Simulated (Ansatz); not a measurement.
Crystals of one structure type (rock salt) and one family of elements, relaxed and computed with plane-wave PAW r²SCAN (Ansatz code); HSE06 gaps on those cells.

```tsv
crystal	gap (eV)	HSE06 gap (eV)
NaI	4.45	4.69
KI	4.58	4.94
RbBr	4.89	5.44
KBr	5.07	5.59
KCl	5.83	6.50
NaF	7.28	8.63
LiCl	7.29	?
```

Fit a straight line to E_g(HSE06) against E_g and predict the withheld value.

Least squares on the 6 shown rows: E_g(HSE06) = 1.360 × E_g + (-1.311), with a scatter of 0.07. For LiCl this gives 8.60. The run itself gave 7.78, outside the scatter: the line misses something about this case.

All cells were relaxed under the symmetry of their starts (and spin orders); stability against distortions was not tested throughout. Scalar-relativistic: spin–orbit coupling is off unless named, which matters more the heavier the elements.

Potentials: the later of the program's two PAW sets.
